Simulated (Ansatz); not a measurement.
B$_{4}$Ru:
```xyz
10
Lattice="4.7453 0.0000 0.0000 0.0000 5.5180 0.0000 0.0000 0.0000 3.1361" Properties=species:S:1:pos:R:3 pbc="T T T"
Ru     2.3727     0.0000     0.0000
Ru     0.0000     2.7590     1.5680
B      0.7626     4.8377     1.5680
B      3.9828     0.6803     1.5680
B      3.1352     3.4393     0.0000
B      1.6101     2.0787     0.0000
B      3.6065     4.5252     1.5680
B      1.1388     0.9928     1.5680
B      1.2339     3.7518     0.0000
B      3.5115     1.7662     0.0000
```

Relaxed with r²SCAN.

Task: Give the Bader charges and basin volumes of the independent atoms, DFT-r²SCAN in the program Ansatz with PAW potentials.

Result: 

```csv
atom,Bader charge (e),Bader volume (Å³)
Ru1,+0.25,12.0
B3,+0.01,7.2
B7,-0.13,7.3
```

Space group Pnnm. The start of the workflow was typed in or built on a structure type; neither database checked (COD, Materials Project) lists it. Whether it is the stable phase at ambient conditions was not checked. Symmetry was held in the r²SCAN relaxation; whether a distortion lowers the energy is not shown. The run is not spin-polarised.

Potentials: the earlier of the program's two PAW sets. The files were generated under PBE; for other functionals the program regenerates the frozen cores, and for LDA and PBEsol the local potential too.
